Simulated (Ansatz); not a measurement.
Relaxed-ion elastic tensor of V₂O₅ in space group P2_1/m (No. 11; Pearson symbol mP14) in GPa (Voigt order), plane-wave PAW r²SCAN+D4 (Ansatz code); density 3.82 g/cm³, 11.30 Å³ per atom.

```csv
,1,2,3,4,5,6
1,186,64.7,15.3,0.0,5.4,0.0
2,64.7,272,33.3,0.0,-0.2,0.0
3,15.3,33.3,41.2,0.0,-5.4,0.0
4,0.0,0.0,0.0,28.6,0.0,3.8
5,5.4,-0.2,-5.4,0.0,32.1,0.0
6,0.0,0.0,0.0,3.8,0.0,73.3
```

Question: Is the crystal mechanically stable?

Answer: Yes: the smallest eigenvalue of C is 28.1 GPa.

Question: Work out the Voigt, Reuss and Hill averages.

Answer: K_V = 80.6, K_R = 37.3, K_H = 59.0; G_V = 52.5, G_R = 35.8, G_H = 44.2 GPa.

Question: Give Young's modulus, Poisson's ratio, Pugh's ratio and the universal anisotropy index.

Answer: E = 9KG/(3K + G) = 106 GPa; ν = 0.20; K/G = 1.34 (brittle by the Pugh limit of 1.75); A_U = 5G_V/G_R + K_V/K_R − 6 = 3.50.

Question: Estimate the sound speeds and the Debye temperature.

Answer: v_l = √((K + 4G/3)/ρ) = 5550 m/s, v_t = √(G/ρ) = 3400 m/s, mean 3750 m/s; Θ = (h/k)(3n/4πV)^(1/3) v_m = 498 K.

Question: How much does each axis shrink under pressure?

Answer: Linear compressibilities β_i = Σ_j S_ij (j = 1 to 3): x 3.3, y 0.011, z 23 per TPa.

The workflow started from a Materials Project entry (that database holds measured and hypothetical structures alike); the Crystallography Open Database copy checked does not list it. COD files the formula under space group No. 31, 59. Whether it is the stable phase at ambient conditions was not checked. The cell was relaxed with r²SCAN+D4 under the symmetry of its start; whether a distortion lowers the energy is not shown. The run is not spin-polarised. No Hubbard U is applied.

Potentials: the earlier of the program's two PAW sets. The files were generated under PBE; for other functionals the program regenerates the frozen cores, and for LDA and PBEsol the local potential too.
